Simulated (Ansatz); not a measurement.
B₂W in space group P6/mmm (No. 191; W on 1a, B on 2d) under volume change, plane-wave PAW r²SCAN (Ansatz code), shape and atoms relaxed at each volume.

```json
[
 {"V (Å³/atom)": "7.961", "E − E(relaxed) (meV/atom)": "86.3", "P (GPa)": "37.97"},
 {"V (Å³/atom)": "8.224", "E − E(relaxed) (meV/atom)": "36.4", "P (GPa)": "23.39"},
 {"V (Å³/atom)": "8.486", "E − E(relaxed) (meV/atom)": "8.7", "P (GPa)": "10.84"},
 {"V (Å³/atom)": "8.749", "E − E(relaxed) (meV/atom)": "0.0", "P (GPa)": "0.00"},
 {"V (Å³/atom)": "9.011", "E − E(relaxed) (meV/atom)": "[?]", "P (GPa)": "[?]"},
 {"V (Å³/atom)": "9.273", "E − E(relaxed) (meV/atom)": "29.6", "P (GPa)": "-17.19"},
 {"V (Å³/atom)": "9.536", "E − E(relaxed) (meV/atom)": "[?]", "P (GPa)": "[?]"}
]
```

Q: Some entries are withheld; supply them.

A: 
- 9.011, E − E(relaxed) (meV/atom): 7.8
- 9.011, P (GPa): -9.27
- 9.536, E − E(relaxed) (meV/atom): 63.3
- 9.536, P (GPa): -23.70

Q: What does a third-order Birch–Murnaghan fit give for V₀, B₀ and B′?

A: V₀ = 8.75 Å³/atom, B₀ = 331 GPa, B′ = 4.2.

The workflow started from an entry of the Crystallography Open Database (COD), which files this formula under 2 space groups. Whether it is the stable phase at ambient conditions was not checked. Symmetry was held in the r²SCAN relaxation; its stability against distortions is not shown here. The run is not spin-polarised. Spin–orbit coupling is left out wherever it is not named.

Potentials: the later of the program's two PAW sets.
